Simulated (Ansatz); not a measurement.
CrO₂ (rutile, space group No. 136), PBE in the plane-wave PAW code Ansatz, all energies at zero smearing, with the estimated change up to a 700 eV cutoff added, with one set of potentials and settings (totals compare only within such a set). Cell of 6 atoms (2 Cr, 4 O): -9026.829 eV.

| element | reference phase | E (eV/atom) |
|---|---|---|
| Cr | Im-3m, 2 atoms in the cell, spin-polarised | -3377.7530 |
| O | C2/m, 4 atoms in the cell, spin-polarised | -565.0000 |

Formation energy per atom, worked out: (-9026.829 − 2×(-3377.7530) − 4×(-565.0000))/6 = -1.887 eV/atom (-182 kJ per mol of atoms), at 0 K, without zero-point energy or fitted corrections.

Space group P4_2/mnm (rutile). The PBE relaxation kept the symmetry of its start. Spin order of the final state: ferromagnetic, chosen from 2 collinear starts compared on coarse meshes (ties went to the first, and starts can fall back to one state), not a proven ground state. Textbook magnetic order: ferromagnetic. No Hubbard U is applied. The references are the lowest solids computed at this level, not always the standard phases (solids in place of the gases).

Potentials: the later of the program's two PAW sets.
